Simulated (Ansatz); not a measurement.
Values for one crystal, relaxed and computed with r²SCAN+D4 (plane waves, PAW; program Ansatz); other levels are named.

```yaml
volume_per_atom: 17.46 Å³
band_gap: 1.28 eV (indirect)
hole_effective_mass: 0.47, 2.0, 3.3 mₑ (principal values)
valence_band_maximum: at Z (k = 0.000, 0.000, 0.500 in fractions of the reciprocal vectors)
electron_effective_mass: 1.00, 1.2, 2.5 mₑ (principal values)
Formation energy from the elements (no fitted shifts): -1.79 eV/atom
smallest_direct_gap_on_the_standard_path: 1.57 eV
```

Task: Which compound is it?
A. VClO, Pmmn (V on 2b, Cl on 2a, O on 2a)
B. NbS2Br2, C2/m (Nb on 4g, S on 4i, S on 4i, Br on 8j)
C. CrBrO, Pmmn (Cr on 2a, Br on 2b, O on 2b)
D. LiH3O2, C2/m (Pearson symbol mS24)

Result: C, CrBrO, Pmmn (Cr on 2a, Br on 2b, O on 2b)

The first step of the workflow began from a Materials Project structure, measured or hypothetical; the Crystallography Open Database files this formula in space group No. 59, but the cells were not matched. Its standing as an ambient phase is unchecked. Symmetry was held in the r²SCAN+D4 relaxation; whether a distortion lowers the energy is not shown. The final state is ferromagnetic, chosen from 2 collinear starts compared on coarse meshes (ties went to the first, and starts can fall back to one state), not a proven ground state. Other orbital occupations within this spin state were not tried. No Hubbard U is applied. The references are the lowest solids computed at this level, not always the standard phases (solids in place of the gases). Spin–orbit coupling is left out wherever it is not named.

Potentials: the later of the program's two PAW sets.
